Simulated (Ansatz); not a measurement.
Here is the system:

AlCr$_{2}$C:
```
CELL_PARAMETERS angstrom
      2.84020     0.00000     0.00000
     -1.42010     2.45969     0.00000
      0.00000     0.00000    12.70460
ATOMIC_POSITIONS crystal
  Al 0.66667 0.33333 0.25000
  Al 0.33333 0.66667 0.75000
  Cr 0.33333 0.66667 0.41572
  Cr 0.66667 0.33333 0.58428
  Cr 0.66667 0.33333 0.91572
  Cr 0.33333 0.66667 0.08428
  C  0.00000 0.00000 0.50000
  C  0.00000 0.00000 0.00000
```

This is the PBE-relaxed structure.

**Question.** All from the program Ansatz at the PBE level (PAW), unless another level is named. Predict the electronic character.

**Answer.** metallic (no gap).

**Question.** Predict the density of states at the Fermi level.

**Answer.** 0.75 states/eV per atom (mean over ±0.08 eV).

**Question.** What about the formation energy from the elements (no fitted shifts)?

**Answer.** -0.18 eV/atom.

Space group P6_3/mmc. The cell was relaxed with PBE under the symmetry of its start. No spin polarisation was allowed. The references are the lowest solids computed at this level, not always the standard phases.

Potentials: the earlier of the program's two PAW sets.
